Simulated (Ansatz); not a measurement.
Computed with DFT PBE, scalar-relativistic, plane waves, PAW in Ansatz. All cells share a 420 eV cutoff and Γ-centred k meshes spaced at most about 0.3 Å⁻¹ (about 0.25 or finer for metals, 2π included). No spin polarisation in the final relaxations.

Temperature and zero-point effects are left out. All come from trial cells, and lower structures may exist.

Task: Order these relaxed structures of Cd3Ga2O by energy, lowest first, with the energy over the lowest of them.
A.

```
Cd Ga O
1.0
     3.38939    0.00000    0.00000
    -1.69470    2.93530    0.00000
     0.00000    0.00000   12.75216
Cd Ga O
3 2 1
Direct
  0.00000 0.00000 0.22125
  0.66667 0.33333 0.59851
  0.33333 0.66667 0.84829
  0.00000 0.00000 0.01218
  0.66667 0.33333 0.38949
  0.33333 0.66667 0.68027
```

B.

```
Cd Ga O
1.0
     5.01569    0.00000    0.00000
     0.00000    5.01569    0.00000
     0.00000    0.00000    8.36532
Cd Ga O
3 2 1
Direct
  0.50000 0.50000 0.50000
  0.50000 0.50000 0.16766
  0.50000 0.50000 0.83234
  0.00000 0.50000 0.50000
  0.50000 0.00000 0.50000
  0.00000 0.00000 0.50000
```

C.

```
Cd Ga O
1.0
     4.76372    0.00000    0.00000
    -2.38186    4.12550    0.00000
     0.00000    0.00000    5.86843
Cd Ga O
3 2 1
Direct
  0.00000 0.00000 0.50000
  0.33333 0.66667 0.00000
  0.33333 0.66667 0.50000
  0.66667 0.33333 0.23315
  0.66667 0.33333 0.76685
  0.00000 0.00000 0.00000
```

Result: A (0 meV/atom), C (289 meV/atom), B (479 meV/atom). Forms: A P3m1; C P-6m2; B P4/mmm. Counting Cd or Ga atoms around O (for each partner element, those within 1.25 times its shortest distance or 1.15 times the sum of covalent radii, where it is the nearest in units of that sum or under 1.3; the shortest distance is added where it exceeds 1.18 times the sum of covalent radii): A has O 4; C has O 5 from 2.8 Å; B has O 4 from 2.5 Å.

Cells relaxed within their symmetry can be saddle points. Some candidate types were left out of the draw beforehand, so a known form may be missing.
